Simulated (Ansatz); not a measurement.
Relaxed-ion elastic tensor of Cu3Au (Cu3Au type, Pm-3m) in GPa (Voigt order), LDA in the plane-wave PAW code Ansatz; density 13.00 g/cm³, 12.37 Å³ per atom.

```tsv
	1	2	3	4	5	6
1	239	167	167	0.0	0.0	0.0
2	167	239	167	0.0	0.0	0.0
3	167	167	239	0.0	0.0	0.0
4	0.0	0.0	0.0	85.1	0.0	0.0
5	0.0	0.0	0.0	0.0	85.1	0.0
6	0.0	0.0	0.0	0.0	0.0	85.1
```

**Question.** Is the crystal mechanically stable?

**Answer.** Yes: the smallest eigenvalue of C is 72.3 GPa.

**Question.** Work out the Voigt, Reuss and Hill averages.

**Answer.** K_V = 191, K_R = 191, K_H = 191; G_V = 65.5, G_R = 55.2, G_H = 60.4 GPa.

**Question.** Give Young's modulus, Poisson's ratio, Pugh's ratio and the universal anisotropy index.

**Answer.** E = 9KG/(3K + G) = 164 GPa; ν = 0.36; K/G = 3.16 (ductile by the Pugh limit of 1.75); A_U = 5G_V/G_R + K_V/K_R − 6 = 0.94.

**Question.** Estimate the sound speeds and the Debye temperature.

**Answer.** v_l = √((K + 4G/3)/ρ) = 4570 m/s, v_t = √(G/ρ) = 2150 m/s, mean 2420 m/s; Θ = (h/k)(3n/4πV)^(1/3) v_m = 312 K.

**Question.** Give the Zener ratio and Young's modulus along [100], [110] and [111].

**Answer.** A = 2C44/(C11 − C12) = 2.36; 1/E = S11 − 2(S11 − S12 − S44/2)Γ with Γ = 0, 1/4, 1/3 gives 102, 172, 222 GPa.

**Question.** Solve the Christoffel equation for the three sound speeds along [100], [110], [111].

**Answer.** Eigenvalues of C_ijkl n_j n_l equal ρv². In km/s, slowest first: [100] 2.56, 2.56, 4.29; [110] 1.67, 2.56, 4.71; [111] 2.01, 2.01, 4.84.

Symmetry was held in the LDA relaxation; of distortions, only those at the zone centre were tested. No spin polarisation was allowed. As this level gives no gap, shear constants depend on the k-mesh and smearing (Fermi–Dirac, 0.1 eV here). Spin–orbit coupling is left out wherever it is not named.

Potentials: the later of the program's two PAW sets.
